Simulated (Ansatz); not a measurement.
One crystal and one scan (energy over volume and axial ratio) at two levels, PBE (plane waves to 420 eV, PAW, scalar-relativistic; Ansatz, an electronic-structure program) and r2SCAN (plane waves to 500 eV, PAW, scalar-relativistic; Ansatz), each from its own relaxed cell and on its own mesh. The cell shown is that of PBE.

ZrO$_{2}$ (fluorite)

```xyz
3
Lattice="0.0000 2.5579 2.5579 2.5579 0.0000 2.5579 2.5579 2.5579 0.0000" Properties=species:S:1:pos:R:3 pbc="T T T"
Zr     0.0000     0.0000     0.0000
O      1.2790     1.2790     1.2790
O      3.8369     3.8369     3.8369
```

The relaxed cell is deformed in two ways at once: its volume V is scaled, and at that volume it is stretched along z (the c axis of the conventional cell) so that c/a changes. Fractional atomic positions are held.

E stands for the smeared free energy. The PAW data are Ansatz's earlier set. This is a high-temperature form of ZrO2. ZrO2 is run without spin polarisation. ZrO2 was relaxed with its symmetry unable to fall. Percentages come from the unrounded values. Both scans cover V/V₀ from 0.920 to 1.080 and (c/a)/(c/a)₀ from 0.960 to 1.040.

Results of PBE:

```
Item                                                         Result
-----------------------------------------------------------  ------
Lattice constant a (Å)                                        5.116
Shear modulus C′ = (C11 − C12)/2 (fit, atoms clamped) (GPa)     213
```

**Question.** Estimate the r2SCAN values.

**Answer.** 
```csv
quantity,r2SCAN,PBE − r2SCAN
Lattice constant a (Å),5.089,+0.027 (+0.5 %)
"Shear modulus C′ = (C11 − C12)/2 (fit, atoms clamped) (GPa)",230,-17 (-7 %)
```

PBE gives the higher value for: lattice constant a. PBE gives the lower value for: shear modulus C′. Neither level is exact: the differences show how much the result hangs on the functional.

(Under strain, the slope of the energy per volume gives the stress and its curvature an elastic modulus.)
